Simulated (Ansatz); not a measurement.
A geometry of CsSnI$_{3}$ away from equilibrium: step 2 of the relaxation of a generated cell, CsSnI3 placed in the AFLOW prototype ABC3_hR10_167_a_b_e (as in LiNbO3). These are r2SCAN (plane waves to 500 eV, PAW, scalar-relativistic; Ansatz, an electronic-structure program) values and carry that method's errors. Γ-centred k-mesh 4×4×4 on the run's cell (coarser than for final values), Fermi–Dirac smearing 0.05 eV. The plane waves were selected for a different cell earlier on the path.

```yaml
crystal:
  lattice:
    - [4.34494, 2.50855, 7.31112]
    - [-4.34494, 2.50855, 7.31112]
    - [0.00000, -5.01710, 7.31112]
  atoms:
    - { symbol: Cs, position: [0.25000, 0.25000, 0.25000] }
    - { symbol: Cs, position: [0.75000, 0.75000, 0.75000] }
    - { symbol: Sn, position: [0.00000, 0.00000, 0.00000] }
    - { symbol: Sn, position: [0.50000, 0.50000, 0.50000] }
    - { symbol: I, position: [0.66515, 0.83485, 0.25000] }
    - { symbol: I, position: [0.25000, 0.66515, 0.83485] }
    - { symbol: I, position: [0.83485, 0.25000, 0.66515] }
    - { symbol: I, position: [0.33485, 0.16515, 0.75000] }
    - { symbol: I, position: [0.75000, 0.33485, 0.16515] }
    - { symbol: I, position: [0.16515, 0.75000, 0.33485] }
```

Question: What forces act on the atoms (eV/Å)?

Answer: 
```csv
atom,Fx,Fy,Fz
Cs1,0.00,0.00,0.00
Cs2,0.00,0.00,0.00
Sn3,0.00,0.00,0.00
Sn4,0.00,0.00,0.00
I5,0.34,0.00,0.00
I6,-0.17,0.30,0.00
I7,-0.17,-0.30,0.00
I8,-0.34,0.00,0.00
I9,0.17,-0.30,0.00
I10,0.17,0.30,0.00
```

The path ends in R-3c (No. 167) (AFLOW prototype ABC3_hR10_167_a_b_e (as in LiNbO3)). No spin polarisation in the result.

The run could not lose the symmetry of its start: the end is stationary, and may be a saddle point rather than a minimum.

The end of the path is a generated cell of CsSnI3: the first start was made by placing the elements on the sites of a structure type, and the end was not matched to a known phase here, so it may be hypothetical. Known forms of CsSnI3 include space group No. 62, 221.
